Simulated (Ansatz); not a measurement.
Here is the system:

BiRh:
```xyz
4
Lattice="4.0786 0.0000 0.0000 -2.0393 3.5322 0.0000 0.0000 0.0000 5.5950" Properties=species:S:1:pos:R:3 pbc="T T T"
Bi     0.0000     2.3548     1.3987
Bi     2.0393     1.1774     4.1962
Rh     0.0000     0.0000     2.7975
Rh     0.0000     0.0000     0.0000
```

This is the LDA-relaxed structure.

Q: All from LDA (plane waves, PAW; program Ansatz), unless another level is named. Predict the formation energy from the elements (no fitted shifts).

A: -0.17 eV/atom.

Q: What about the density of states at the Fermi level?

A: 0.64 states/eV per atom (mean over ±0.08 eV).

Space group P6_3/mmc (NiAs type). The workflow started from a Materials Project entry (that database holds measured and hypothetical structures alike); the Crystallography Open Database files this formula in space group No. 194, but the cells were not matched. Whether it is the stable phase at ambient conditions was not checked. Symmetry was held in the LDA relaxation; its stability against distortions is not shown here. No spin polarisation was allowed. The references are the lowest solids computed at this level, not always the standard phases. Scalar-relativistic: spin–orbit coupling is off unless named, which matters more the heavier the elements.

Potentials: the later of the program's two PAW sets.
